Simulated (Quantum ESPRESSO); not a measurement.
W6Al2, one run as intended and one with a planted mistake

Simulated, not a measurement. The program is pw.x of Quantum ESPRESSO 7.5 (plane-wave density functional theory). The cell is made up: eight metal atoms on a face-centred cubic lattice, with elements, volume, strain and displacements drawn at random and not relaxed, so it may be unstable or far from any real phase. PseudoDojo standard norm-conserving files set the functional (PBE unless stated); there is no spin polarisation or spin-orbit coupling, the Fermi-Dirac width of 0.25 eV means electrons at about 2900 K, and the masses in the input are unused placeholders. Heavy elements are run without spin-orbit coupling, which real alloys of them have. A spin test at this wide smearing found no moment, but such smearing suppresses magnetism that the real alloy may have.

Intended input:

```
&control calculation='scf', pseudo_dir='./dojo.nc.sr.pbe.v0_5.standard.upf', outdir='./o', disk_io='minimal', tprnfor=.true., tstress=.true. /
&system ibrav=0, nat=8, ntyp=2, nbnd=62, ecutwfc=84.00895049, nosym=.true., tot_charge=0,
 occupations='smearing', smearing='fd', degauss=0.0183746611
/
&electrons conv_thr=1.470e-08, electron_maxstep=70, mixing_beta=0.5 /
ATOMIC_SPECIES
Al 1.0 Al.upf
W 1.0 W.upf
CELL_PARAMETERS angstrom
-0.0058 1.9992 2.047
-4.0578 3.9173 -4.0012
-3.8664 -3.8099 3.9171
ATOMIC_POSITIONS angstrom
W -0.0934 0.0409 -0.0114
W -3.933 -1.8365 1.9599
W -4.0816 -0.0069 -0.0013
W -3.9552 2.0049 -2.1726
Al -2.0485 0.1275 1.9744
Al -2.0694 1.8511 -0.1417
W -6.0013 0.0988 1.8294
W -5.9672 2.0956 -0.1201
K_POINTS automatic
8 4 4 1 1 1
```

The log is shortened where brackets say so; the opening notice, blank lines, dates and the lines on written files are dropped, and the path of the files is cut. It prints rydbergs, bohrs and kilobars, and counts compression as positive stress. Its total energy is the free energy E - TS of the whole cell.

Log of the intended run:

```
     Program PWSCF v.7.5
     Parallel version (MPI & OpenMP), running on       4 processor cores
     Number of MPI processes:                 4
     Threads/MPI process:                     1
     [start-up lines left out]
     bravais-lattice index     =            0
     lattice parameter (alat)  =       5.4071  a.u.
     unit-cell volume          =     845.9321 (a.u.)^3
     number of atoms/cell      =            8
     number of atomic types    =            2
     number of electrons       =        90.00
     number of Kohn-Sham states=           62
     kinetic-energy cutoff     =      84.0090  Ry
     charge density cutoff     =     336.0358  Ry
     scf convergence threshold =      1.5E-08
     mixing beta               =       0.5000
     number of iterations used =            8  plain     mixing
     Exchange-correlation= PBE
                           (   1   4   3   4   0   0   0)
     [axes and pseudopotential details left out]
   Cartesian axes
     site n.     atom                  positions (alat units)
         1        W      tau(   1) = (  -0.0326425   0.0142942  -0.0039842  )
         2        W      tau(   2) = (  -1.3745496  -0.6418409   0.6849681  )
         3        W      tau(   3) = (  -1.4264840  -0.0024115  -0.0004543  )
         4        W      tau(   4) = (  -1.3823083   0.7006952  -0.7593050  )
         5        Al     tau(   5) = (  -0.7159331   0.0445601   0.6900358  )
         6        Al     tau(   6) = (  -0.7232374   0.6469435  -0.0495229  )
         7        W      tau(   7) = (  -2.0974026   0.0345297   0.6393595  )
         8        W      tau(   8) = (  -2.0854849   0.7323941  -0.0419739  )
     number of k points=    64  Fermi-Dirac smearing, width (Ry)=  0.0184
                       cart. coord. in units 2pi/alat
        k(    1) = (  -0.0901551   0.0434967   0.0446262), wk =   0.0312500
        k(    2) = (  -0.1815602  -0.0040351   0.0907891), wk =   0.0312500
     [further k points left out]
     Dense  grid:    87971 G-vectors     FFT dimensions: (  32,  80,  75)
     Estimated max dynamical RAM per process >     317.21 MB
     Estimated total dynamical RAM >       1.18 GB
     Initial potential from superposition of free atoms
     starting charge      89.9920, renormalised to      90.0000
     Starting wfcs are   68 randomized atomic wfcs
     total cpu time spent up to now is        6.2 secs
     per-process dynamical memory:   256.5 Mb
     Self-consistent Calculation
     iteration #  1     ecut=    84.01 Ry     beta= 0.50
     Davidson diagonalization with overlap
     ethr =  1.00E-02,  avg # of iterations =  2.8
     Threshold (ethr) on eigenvalues was too large:
     Diagonalizing with lowered threshold
     Davidson diagonalization with overlap
     ethr =  2.66E-04,  avg # of iterations =  5.8
     total cpu time spent up to now is       39.2 secs
     total energy              =    -919.31336174 Ry
     estimated scf accuracy    <       0.28016104 Ry
     iteration #  2     ecut=    84.01 Ry     beta= 0.50
     Davidson diagonalization with overlap
     ethr =  3.11E-04,  avg # of iterations =  2.2
     total cpu time spent up to now is       54.1 secs
     total energy              =    -919.21861918 Ry
     estimated scf accuracy    <       1.02435539 Ry
     [iterations 3 to 14 left out]
     iteration # 15     ecut=    84.01 Ry     beta= 0.50
     Davidson diagonalization with overlap
     ethr =  4.98E-11,  avg # of iterations =  2.0
     total cpu time spent up to now is      231.8 secs
     total energy              =    -919.37234269 Ry
     estimated scf accuracy    <       0.00000004 Ry
     iteration # 16     ecut=    84.01 Ry     beta= 0.50
     Davidson diagonalization with overlap
     ethr =  4.30E-11,  avg # of iterations =  1.0
     total cpu time spent up to now is      243.9 secs
     End of self-consistent calculation
     [lines on levels left out]
!    total energy              =    -919.37234269 Ry
     estimated scf accuracy    <          4.2E-09 Ry
     smearing contrib. (-TS)   =      -0.09161898 Ry
     internal energy E=F+TS    =    -919.28072371 Ry
     The total energy is F=E-TS. E is the sum of the following terms:
     one-electron contribution =    -227.21075328 Ry
     hartree contribution      =     159.30092745 Ry
     xc contribution           =    -203.48032514 Ry
     ewald contribution        =    -647.89057274 Ry
     convergence has been achieved in  16 iterations
     Forces acting on atoms (cartesian axes, Ry/au):
     atom    1 type  2   force =    -0.00869650    0.00435292   -0.02151910
     atom    2 type  2   force =    -0.01965766   -0.02329624   -0.00310993
     atom    3 type  2   force =     0.04582084    0.01889079   -0.03977617
     atom    4 type  2   force =    -0.04311259   -0.02053815    0.01587451
     atom    5 type  1   force =     0.01549571   -0.00742469   -0.00340918
     atom    6 type  1   force =    -0.01418605    0.02969485    0.02055511
     atom    7 type  2   force =     0.02048015   -0.01122148    0.04026779
     atom    8 type  2   force =     0.00385611    0.00954198   -0.00888303
     Total force =     0.110597     Total SCF correction =     0.000316
     Computing stress (Cartesian axis) and pressure
          total   stress  (Ry/bohr**3)                   (kbar)     P=       79.36
   0.00054734   0.00011467  -0.00013879           80.52       16.87      -20.42
   0.00011467   0.00055103  -0.00003428           16.87       81.06       -5.04
  -0.00013879  -0.00003428   0.00052007          -20.42       -5.04       76.51
     init_run     :      5.82s CPU      6.10s WALL (       1 calls)
     electrons    :    236.65s CPU    237.77s WALL (       1 calls)
     forces       :      2.49s CPU      2.51s WALL (       1 calls)
     stress       :      8.32s CPU      8.58s WALL (       1 calls)
     [timing details left out]
     PWSCF        :   4m13.36s CPU   4m15.07s WALL
     JOB DONE.
```

A second run has one planted mistake: one coordinate of one atom is wrong. The input lines that differ:

```
- W -4.0816 -0.0069 -0.0013
+ W -4.0316 -0.0069 -0.0013
```

Its log:

```
     Program PWSCF v.7.5
     Parallel version (MPI & OpenMP), running on       4 processor cores
     Number of MPI processes:                 4
     Threads/MPI process:                     1
     [start-up lines left out]
     bravais-lattice index     =            0
     lattice parameter (alat)  =       5.4071  a.u.
     unit-cell volume          =     845.9321 (a.u.)^3
     number of atoms/cell      =            8
     number of atomic types    =            2
     number of electrons       =        90.00
     number of Kohn-Sham states=           62
     kinetic-energy cutoff     =      84.0090  Ry
     charge density cutoff     =     336.0358  Ry
     scf convergence threshold =      1.5E-08
     mixing beta               =       0.5000
     number of iterations used =            8  plain     mixing
     Exchange-correlation= PBE
                           (   1   4   3   4   0   0   0)
     [axes and pseudopotential details left out]
   Cartesian axes
     site n.     atom                  positions (alat units)
         1        W      tau(   1) = (  -0.0326425   0.0142942  -0.0039842  )
         2        W      tau(   2) = (  -1.3745496  -0.6418409   0.6849681  )
         3        W      tau(   3) = (  -1.4090094  -0.0024115  -0.0004543  )
         4        W      tau(   4) = (  -1.3823083   0.7006952  -0.7593050  )
         5        Al     tau(   5) = (  -0.7159331   0.0445601   0.6900358  )
         6        Al     tau(   6) = (  -0.7232374   0.6469435  -0.0495229  )
         7        W      tau(   7) = (  -2.0974026   0.0345297   0.6393595  )
         8        W      tau(   8) = (  -2.0854849   0.7323941  -0.0419739  )
     number of k points=    64  Fermi-Dirac smearing, width (Ry)=  0.0184
                       cart. coord. in units 2pi/alat
        k(    1) = (  -0.0901551   0.0434967   0.0446262), wk =   0.0312500
        k(    2) = (  -0.1815602  -0.0040351   0.0907891), wk =   0.0312500
     [further k points left out]
     Dense  grid:    87971 G-vectors     FFT dimensions: (  32,  80,  75)
     Estimated max dynamical RAM per process >     317.21 MB
     Estimated total dynamical RAM >       1.18 GB
     Initial potential from superposition of free atoms
     starting charge      89.9920, renormalised to      90.0000
     Starting wfcs are   68 randomized atomic wfcs
     total cpu time spent up to now is        6.1 secs
     per-process dynamical memory:   263.1 Mb
     Self-consistent Calculation
     iteration #  1     ecut=    84.01 Ry     beta= 0.50
     Davidson diagonalization with overlap
     ethr =  1.00E-02,  avg # of iterations =  2.8
     Threshold (ethr) on eigenvalues was too large:
     Diagonalizing with lowered threshold
     Davidson diagonalization with overlap
     ethr =  2.46E-04,  avg # of iterations =  5.8
     total cpu time spent up to now is       40.0 secs
     total energy              =    -919.32711262 Ry
     estimated scf accuracy    <       0.26467341 Ry
     iteration #  2     ecut=    84.01 Ry     beta= 0.50
     Davidson diagonalization with overlap
     ethr =  2.94E-04,  avg # of iterations =  2.1
     total cpu time spent up to now is       54.8 secs
     total energy              =    -919.24631000 Ry
     estimated scf accuracy    <       0.76479903 Ry
     [iterations 3 to 13 left out]
     iteration # 14     ecut=    84.01 Ry     beta= 0.50
     Davidson diagonalization with overlap
     ethr =  8.92E-11,  avg # of iterations =  2.2
     total cpu time spent up to now is      215.4 secs
     total energy              =    -919.37570449 Ry
     estimated scf accuracy    <       0.00000024 Ry
     iteration # 15     ecut=    84.01 Ry     beta= 0.50
     Davidson diagonalization with overlap
     ethr =  8.92E-11,  avg # of iterations =  2.0
     total cpu time spent up to now is      228.7 secs
     End of self-consistent calculation
     [lines on levels left out]
!    total energy              =    -919.37570451 Ry
     estimated scf accuracy    <       0.00000001 Ry
     smearing contrib. (-TS)   =      -0.09128654 Ry
     internal energy E=F+TS    =    -919.28441796 Ry
     The total energy is F=E-TS. E is the sum of the following terms:
     one-electron contribution =    -222.73482356 Ry
     hartree contribution      =     157.03357189 Ry
     xc contribution           =    -203.46211591 Ry
     ewald contribution        =    -650.12105038 Ry
     convergence has been achieved in  15 iterations
     Forces acting on atoms (cartesian axes, Ry/au):
     atom    1 type  2   force =    -0.00941903    0.00362377   -0.02131835
     atom    2 type  2   force =    -0.01939024   -0.02086546   -0.00471446
     atom    3 type  2   force =     0.02513025    0.01848981   -0.04035465
     atom    4 type  2   force =    -0.04286996   -0.02188645    0.01798055
     atom    5 type  1   force =     0.02042772   -0.01055089   -0.00116106
     atom    6 type  1   force =    -0.01035059    0.03304151    0.01966764
     atom    7 type  2   force =     0.02697524   -0.00614903    0.03398243
     atom    8 type  2   force =     0.00949661    0.00429674   -0.00408210
     Total force =     0.103890     Total SCF correction =     0.000568
     Computing stress (Cartesian axis) and pressure
          total   stress  (Ry/bohr**3)                   (kbar)     P=       73.97
   0.00053535   0.00011817  -0.00013879           78.75       17.38      -20.42
   0.00011817   0.00050681  -0.00003195           17.38       74.55       -4.70
  -0.00013879  -0.00003195   0.00046628          -20.42       -4.70       68.59
     init_run     :      5.79s CPU      5.95s WALL (       1 calls)
     electrons    :    221.14s CPU    222.59s WALL (       1 calls)
     forces       :      2.45s CPU      2.47s WALL (       1 calls)
     stress       :      8.21s CPU      8.43s WALL (       1 calls)
     [timing details left out]
     PWSCF        :   3m57.76s CPU   3m59.67s WALL
     JOB DONE.
```

|  | intended run | run with the mistake |
| --- | --- | --- |
| free energy (eV) | -12508.698 | -12508.744 |
| entropy term -TS, part of it (eV) | -1.247 | -1.242 |
| pressure (GPa) | 7.94 | 7.40 |
| size of the largest force component (eV/Å) | 1.178 | 1.102 |
| largest change of a force component (eV/Å) |  | 0.532 |
| iterations | 16 | 15 |

For scale, a rerun of the intended cell at a higher cutoff and on a denser mesh moved values by no more than 0.006 eV in energy, 0.03 GPa in stress and 0.009 eV/Å in force, and a second program with other atomic files agreed on that cell to 2 % rms in force and 0.5 GPa in pressure.